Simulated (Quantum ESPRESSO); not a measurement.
## Band energies of MoS₂

```
MoS2
1.0
    3.15634     0.00000     0.00000
   -1.57817     2.73347     0.00000
    0.00000     0.00000    12.11757
S Mo
4 2
Direct
  0.33333   0.66667   0.37896
  0.66667   0.33333   0.62104
  0.66667   0.33333   0.87896
  0.33333   0.66667   0.12104
  0.00000   0.00000   0.25000
  0.00000   0.00000   0.75000
```

PBE (pw.x of Quantum ESPRESSO, ONCV potentials, no spin-orbit coupling); path ΓMKΓALHA,LM,KH; energies in eV from the valence-band maximum.

```csv
k (1/Å),point,band 22,band 23,band 24,band 25,band 26,band 27,band 28,band 29
0.00,Γ,-2.25,-2.25,-1.33,-1.17,0.00,1.94,1.94,2.14
0.19,,-2.41,-2.20,-1.32,-1.04,-0.21,1.86,1.96,2.01
0.57,,-2.58,-2.50,-1.73,-1.45,-1.34,1.03,1.50,1.74
0.77,,-2.19,-2.04,-1.97,-1.77,-1.57,1.22,1.40,1.59
1.15,M,-2.05,-1.85,-1.67,-1.61,-1.23,1.53,1.59,2.08
1.59,,-3.55,-3.12,-2.58,-1.06,-0.88,1.20,1.31,2.31
1.81,K,-3.45,-3.07,-3.07,-0.78,-0.78,0.97,0.99,2.28
2.19,,-3.51,-2.64,-2.15,-1.45,-1.30,1.04,1.83,1.96
2.57,,-2.68,-2.12,-1.57,-1.40,-1.29,0.97,1.48,1.60
2.76,,-2.97,-2.10,-1.38,-1.05,-0.76,1.38,1.76,1.78
3.14,Γ,-2.25,-2.25,-1.33,-1.17,0.00,1.94,1.94,2.14
3.14,A,-2.26,-2.26,-2.26,-0.29,-0.29,2.01,2.01,2.01
3.30,,-2.39,-2.08,-2.08,-0.39,-0.39,1.93,1.93,2.09
3.47,,-2.70,-1.98,-1.98,-0.70,-0.70,1.66,1.66,1.95
3.80,,-2.41,-2.34,-2.34,-1.52,-1.52,1.42,1.42,1.53
3.96,,-2.66,-2.01,-2.01,-1.60,-1.60,1.48,1.48,1.61
4.29,L,-2.82,-1.73,-1.73,-1.33,-1.33,1.56,1.56,2.04
4.62,,-3.18,-2.77,-2.77,-1.03,-1.03,1.43,1.43,2.27
4.79,,-3.83,-2.89,-2.89,-0.88,-0.88,1.15,1.15,2.11
4.95,H,-3.71,-3.01,-3.01,-0.75,-0.75,0.98,0.98,2.01
5.10,,-3.83,-2.87,-2.87,-0.90,-0.90,1.13,1.13,2.05
5.40,,-3.37,-2.24,-2.24,-1.45,-1.45,1.34,1.34,1.93
5.54,,-2.91,-1.95,-1.95,-1.60,-1.60,1.22,1.22,1.74
5.84,,-2.88,-1.84,-1.84,-1.01,-1.01,1.49,1.49,1.71
6.13,,-2.37,-2.10,-2.10,-0.37,-0.37,1.95,1.95,2.07
6.28,A,-2.26,-2.26,-2.26,-0.29,-0.29,2.01,2.01,2.01
6.28,L,-2.82,-1.73,-1.73,-1.33,-1.33,1.56,1.56,2.04
6.54,M,-2.05,-1.85,-1.67,-1.61,-1.23,1.53,1.59,2.08
6.54,K,-3.45,-3.07,-3.07,-0.78,-0.78,0.97,0.99,2.28
6.80,H,-3.71,-3.01,-3.01,-0.75,-0.75,0.98,0.98,2.01
```

The PBE gap is indirect, 0.82 eV, from Γ to 43 % of the way from K to Γ; the smallest direct gap is 1.73 eV.

Spin-orbit splittings are left out.

Geometry relaxed with PBE+D3(BJ).

The layers are not stacked as in the ordinary crystal (cation over anion).
